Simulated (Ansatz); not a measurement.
The guess for CdBr3 was made by a generator: random cell by space group and Wyckoff sites (P-6m2, No. 187). Lengths were set from tabulated atomic sizes, so they are only a guess.

```cif
data_structure
_symmetry_space_group_name_H-M 'P-6m2'
_symmetry_Int_Tables_number 187
_cell_length_a 5.7894
_cell_length_b 5.7894
_cell_length_c 5.4031
_cell_angle_alpha 90.000
_cell_angle_beta 90.000
_cell_angle_gamma 120.000
_cell_volume 156.84
loop_
_atom_site_label
_atom_site_type_symbol
_atom_site_symmetry_multiplicity
_atom_site_Wyckoff_symbol
_atom_site_fract_x
_atom_site_fract_y
_atom_site_fract_z
_atom_site_occupancy
Cd1 Cd 1 a 0.00000 0.00000 0.00000 1
Br1 Br 3 k 0.16347 0.83653 0.50000 1
```

These are results of DFT PBE, scalar-relativistic, plane waves, PAW (Ansatz 0.2.0), not measurements. Cutoff 420 eV, Gaussian smearing, Γ-centred meshes. Cell and atoms relax first on a coarse mesh and then on a finer one. In between, the cell is made exact in the group found at 0.06 Å. In metals the finer mesh still leaves noise of several meV/atom or more. The steps can't lower the symmetry of their start. No spin polarisation.

A guess keeps its type if space group and coordination stay and the shape of the cell changes little (axis ratios within about 15 %, angles within 6°); the volume may change.

Q: Does this structure survive the relaxation?

A: It doesn't keep its type. The symmetry stays P-6m2 (No. 187). The volume per atom grows by 3.3 %, from 39.2 to 40.5 Å³. The shortest distance goes from 2.84 Å (Br–Br) to 2.80 Å (Cd–Br). The ratio c/a of the conventional cell changes by a factor of 0.59. Counting neighbours within 15 % of an atom's shortest distance, the start has Br 6, Cd 6 and the end Br 2, Cd 6. In detail, at the end Cd has 6 Br at 2.80 Å; Br has 2 Cd at 2.80 Å.

```cif
data_structure
_symmetry_space_group_name_H-M 'P-6m2'
_symmetry_Int_Tables_number 187
_cell_length_a 6.9744
_cell_length_b 6.9744
_cell_length_c 3.8469
_cell_angle_alpha 90.000
_cell_angle_beta 90.000
_cell_angle_gamma 120.000
_cell_volume 162.05
loop_
_atom_site_label
_atom_site_type_symbol
_atom_site_symmetry_multiplicity
_atom_site_Wyckoff_symbol
_atom_site_fract_x
_atom_site_fract_y
_atom_site_fract_z
_atom_site_occupancy
Cd1 Cd 1 a 0.00000 0.00000 0.00000 1
Br1 Br 3 k 0.16901 0.83099 0.50000 1
```

The last run used a 12×12×12 mesh for its 4-atom cell and Gaussian smearing of 0.10 eV. No dispersion correction is applied, so the spacing and binding between layers, chains or molecules are poorly described. An odd number of electrons in the primitive cell allows no gap without spin; a larger cell or a magnetic state could open one. The cell is a metal run without spin; a magnetic state may lie lower. Symmetry constrained the relaxation, so the result can be a saddle point.
